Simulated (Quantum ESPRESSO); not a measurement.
**Kohn-Sham bands of CsSnBr3 (cubic perovskite)**

```yaml
crystal:
  lattice:
    - [5.83901, 0.00000, 0.00000]
    - [0.00000, 5.83901, 0.00000]
    - [0.00000, 0.00000, 5.83901]
  atoms:
    - { symbol: Cs, position: [0.00000, 0.00000, 0.00000] }
    - { symbol: Sn, position: [0.50000, 0.50000, 0.50000] }
    - { symbol: Br, position: [0.50000, 0.00000, 0.50000] }
    - { symbol: Br, position: [0.00000, 0.50000, 0.50000] }
    - { symbol: Br, position: [0.50000, 0.50000, 0.00000] }
```

Cell from Materials Project (mp-27214), symmetrised, no further relaxation. Not found in the COD (Crystallography Open Database) copy used; not checked further. Method: LDA plane waves in Quantum ESPRESSO 7.5 (PseudoDojo norm-conserving files, 58 Ry, no spin polarisation, no spin-orbit coupling), Bloch states on a 6×6×6 mesh through Γ, Wannier90 4.0.1. Density: 6×6×6 mesh, Gaussian smearing 0.01 Ry. Spin-orbit coupling is left out although heavy elements are present.

Problem. List the Kohn-Sham levels between −8 and 3.4 eV relative to the valence-band maximum at the high-symmetry points, as a band run of pw.x on that density gives them (levels within 2 meV counted together).

Solution. 
```json
[
 {"point": "Γ", "k (reciprocal lattice)": "0.000 0.000 0.000", "levels (eV)": "-6.34, -5.15 (×3), -2.87 (×3), -2.74 (×3), 2.00, 3.16 (×2)"},
 {"point": "X", "k (reciprocal lattice)": "0.000 0.500 0.000", "levels (eV)": "-7.40, -5.06 (×2), -3.59, -3.05 (×2), -3.02, -2.86 (×2), -1.93, 1.46"},
 {"point": "M", "k (reciprocal lattice)": "0.500 0.500 0.000", "levels (eV)": "-4.91, -3.88, -3.19 (×2), -3.19, -3.14 (×2), -2.37, -0.95, 0.99 (×2)"},
 {"point": "R", "k (reciprocal lattice)": "0.500 0.500 0.500", "levels (eV)": "-3.66 (×3), -3.18 (×2), -2.36 (×3), 0.00, 0.45 (×3)"}
]
```
